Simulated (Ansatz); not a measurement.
**KMgH$_{3}$, first-principles data**

KMgH3:
```cif
data_H3KMg
_chemical_formula_sum 'K1 Mg1 H3'
_space_group_name_H-M_alt 'Pm-3m'
_space_group_IT_number 221
_space_group_name_Hall '-P 4 2 3'
_cell_length_a 3.91261
_cell_length_b 3.91261
_cell_length_c 3.91261
_cell_angle_alpha 90.000
_cell_angle_beta 90.000
_cell_angle_gamma 90.000
loop_
_atom_site_label
_atom_site_type_symbol
_atom_site_symmetry_multiplicity
_atom_site_Wyckoff_symbol
_atom_site_fract_x
_atom_site_fract_y
_atom_site_fract_z
_atom_site_occupancy
K1 K 1 a 0.00000 0.00000 0.00000 1
Mg1 Mg 1 b 0.50000 0.50000 0.50000 1
H1 H 3 c 0.00000 0.50000 0.50000 1
```

Space group Pm-3m (No. 221), cubic perovskite; conventional cell a = b = c = 3.913 Å, α = β = γ = 90.00°.

Method: LDA (plane waves, PAW; program Ansatz). The cell and atoms are relaxed at this level. Other levels are named where they apply.

Cell and energy:

| Quantity | Result |
|---|---|
| Volume per atom | 11.98 Å³ |
| Density | 1.84 g/cm³ |
| Formation energy from the elements (no fitted shifts) | -0.37 eV/atom |

Electronic structure:

| Property | Value |
|---|---|
| Band gap | 2.34 eV (indirect) |
| Valence-band maximum | at X |
| Conduction-band minimum | at R |
| Smallest direct gap on the standard path | 4.65 eV |
| Electron effective mass | 0.35 mₑ (isotropic) |
| Weight of the conduction-edge state by species (Voronoi cells) | H 54 %, Mg 44 % |
| Hole effective mass | 0.47, 0.47, 1.4 mₑ (principal values) |
| Weight of the valence-edge state by species (Voronoi cells) | H 94 %, Mg 5 % |

Mechanics:

| Quantity | Result |
|---|---|
| Bulk modulus (Birch–Murnaghan fit) | 40.6 GPa |
| Pressure derivative B′ | 3.7 |
| Elastic constants (relaxed ions, GPa) | C11 = 81.3, C12 = 20.2, C44 = 41.6 |
| Mechanical stability | stable (all eigenvalues of C positive) |
| Hill bulk and shear moduli | 40.6 and 36.7 GPa |
| Young's modulus | 84.7 GPa |
| Poisson's ratio | 0.15 |
| Debye temperature from the elastic constants | 638 K |

Dielectric response:

| Item | Result |
|---|---|
| Electronic dielectric constant ε∞ (DFPT) | 3.80 |
| Static dielectric constant ε0 (ions relaxed, cell fixed) | 8.95 |
| Born charges (a third of the trace) | K +0.95, Mg +1.83, H -0.93 e |

Phonons:

| Item | Result |
|---|---|
| Highest zone-centre frequency (without LO–TO term) | 1271 cm^-1 |
| Zone-centre stability | no imaginary mode at Γ |
| Dynamical stability on the path | stable (no imaginary branch) |
| Zero-point energy | 110.7 meV/atom |
| Vibrational entropy at 300 K | 14.2 J/(K·mol of atoms) |

The workflow started from a Materials Project entry (that database holds measured and hypothetical structures alike); the Crystallography Open Database files this formula in space group No. 221, but the cells were not matched. Its standing as an ambient phase is unchecked. Symmetry was held in the LDA relaxation. The references are the lowest solids computed at this level, not always the standard phases (solids in place of the gases).

Potentials: the later of the program's two PAW sets.
